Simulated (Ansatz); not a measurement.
WS2:
```
CELL_PARAMETERS angstrom
      3.17171     0.00000     0.00000
     -1.58585     2.74678     0.00000
      0.00000     0.00000    12.55165
ATOMIC_POSITIONS crystal
  W  0.33333 0.66667 0.25000
  W  0.66667 0.33333 0.75000
  S  0.33333 0.66667 0.62567
  S  0.66667 0.33333 0.12567
  S  0.66667 0.33333 0.37433
  S  0.33333 0.66667 0.87433
```

Relaxed with r²SCAN+D4. Special points in fractions of this cell's reciprocal vectors: Γ (0.000, 0.000, 0.000); M (0.500, 0.000, 0.000); K (0.333, 0.333, 0.000); A (0.000, 0.000, 0.500); L (0.500, 0.000, 0.500); H (0.333, 0.333, 0.500).

Task: List the band energies nearest the valence-band maximum at these points for DFT-r²SCAN+D4 with spin–orbit coupling in the program Ansatz with PAW potentials.

Result: In eV from the valence-band maximum; about four levels below and three above (degenerate sets whole), none deeper than 8.9 eV; points with the same levels are listed once.

```tsv
k	below	above
Γ	-1.11 -1.11 0.00 0.00	2.32 2.32 2.34 2.34
M	-1.68 -1.68 -1.57 -1.57	2.27 2.27 2.30 2.30
K	-0.92 -0.92 -0.45 -0.45	1.23 1.23 1.27 1.27
A	-0.33 -0.33 -0.33 -0.33	2.35 2.35 2.35 2.35
L	-1.62 -1.62 -1.62 -1.62	2.28 2.28 2.28 2.28
H	-0.91 -0.91 -0.48 -0.48	1.24 1.24 1.27 1.27
```

Space group P6_3/mmc. Symmetry was held in the r²SCAN+D4 relaxation. The run is not spin-polarised.

Potentials: the later of the program's two PAW sets.
